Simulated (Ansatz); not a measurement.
## AlIr (Pm-3m): elasticity against pressure

```
CELL_PARAMETERS angstrom
2.98939 0.00000 0.00000
0.00000 2.98939 0.00000
0.00000 0.00000 2.98939
ATOMIC_POSITIONS crystal
Al 0.00000 0.00000 0.00000
Ir 0.50000 0.50000 0.50000
```

This is the zero-pressure cell. At each pressure cell and atoms are relaxed in this structure, and the constants are slopes of the stress at strains of ±0.005 with relaxed ions (the coefficients that govern stability under load). Level: PBEsol, PAW on Ansatz 0.2.0's default frozen-core files (fitted under PBE), scalar-relativistic; k mesh 16×16×16, strains of ±0.005, Fermi-Dirac smearing of 0.080 eV, cutoff 420 eV. P is the pressure of the relaxed cell, less that of this one.

```csv
P (GPa),V/V₀,C11 (GPa),C12 (GPa),C44 (GPa)
0.00,1.0000,350.9,193.8,137.1
1.00,0.9960,358.4,196.9,139.4
1.99,?,?,?,?
4.00,0.9844,380.7,206.2,146.1
7.00,0.9736,402.4,215.4,152.6
10.00,0.9634,423.7,224.6,159.1
15.01,0.9475,458.2,239.9,169.6
```

**Question.** Does the bulk modulus from the constants agree with the pressure-volume curve?

**Answer.** A third-order Birch-Murnaghan fit to the volumes shown (F against f, f = [(V₀/V)^(2/3) − 1]/2) gives B₀ = 246.2 GPa and B′ = 4.6. Its −V dP/dV stands beside (C11 + 2C12)/3:

```csv
P (GPa),from P(V),from the constants
0.00,246.2,246.2
1.00,250.7,250.7
4.00,264.3,264.4
7.00,277.7,277.7
10.00,291.0,291.0
15.01,312.8,312.6
```

**Question.** What are the pressure derivatives at zero pressure?

**Answer.** Slopes at V₀ of quadratic fits in −ln(V/V₀) through the first four rows shown, divided by B₀: dC11/dP = 7.6, dC12/dP = 3.1, dC44/dP = 2.3. The mean slopes up to 4.0 GPa are 7.4, 3.1, 2.2; curvature and scatter of the constants part the two. The combination (dC11/dP + 2 dC12/dP)/3 = 4.6 stands against B′.

**Question.** Fill the row at 1.99 GPa.

**Answer.** Cubic fits in −ln(V/V₀) through all rows shown give C11 = 365.8, C12 = 200.0, C44 = 141.6 GPa. Computed: V/V₀ = 0.9921, C11 (GPa) = 365.8, C12 (GPa) = 200.0, C44 (GPa) = 141.6.

**Question.** Does a shear stiffness soften?

**Answer.** C44 goes from 137.1 to 169.6 GPa; (C11 − C12)/2 goes from 78.6 to 109.2 GPa. Neither ends more than 3 % under its start, and the lattice stays mechanically stable over this range.

Limits of these numbers: the structure is a database entry and needn't be the stable phase; no other phase was computed; many crystals of this kind change structure within this range, and rows or crossings beyond such a change describe a metastable lattice; frozen-core PAW files fitted under PBE, their cores solved anew for the functional of the run; responses of metals move with mesh and smearing; no spin-orbit coupling on heavy atoms; phonons weren't checked at these pressures.
